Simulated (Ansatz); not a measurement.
ScPd₃N (anti-perovskite, Pm-3m) at seven volumes, PBEsol (plane waves, PAW; program Ansatz), scaled uniformly. One row is withheld.

```
V (Å³/atom)  P (GPa)
-----------  -------
12.951         21.61
13.378         13.12
13.805          5.99
14.232          0.00
14.659         -5.02
15.086             ?
15.513        -12.75
```

Question: Fit the shown pressures and predict the withheld one.

Answer: Third-order Birch–Murnaghan: P = (3/2)B₀(x^(7/2) − x^(5/2))[1 + (3/4)(B′ − 4)(x − 1)] with x = (V₀/V)^(2/3). Least squares on the six rows gives V₀ = 14.232 Å³/atom, B₀ = 182.3 GPa, B′ = 4.84. At V = 15.086, x = 0.9619 and P = -9.23 GPa. The run itself gave -9.23 GPa.

The start of the workflow was typed in or built on a structure type; neither database checked (COD, Materials Project) lists it. Its standing as an ambient phase is unchecked. The cell was relaxed with PBEsol under the symmetry of its start; phonons show weakly imaginary modes. The run is not spin-polarised.

Potentials: the earlier of the program's two PAW sets. The files were generated under PBE; for other functionals the program regenerates the frozen cores, and for LDA and PBEsol the local potential too.
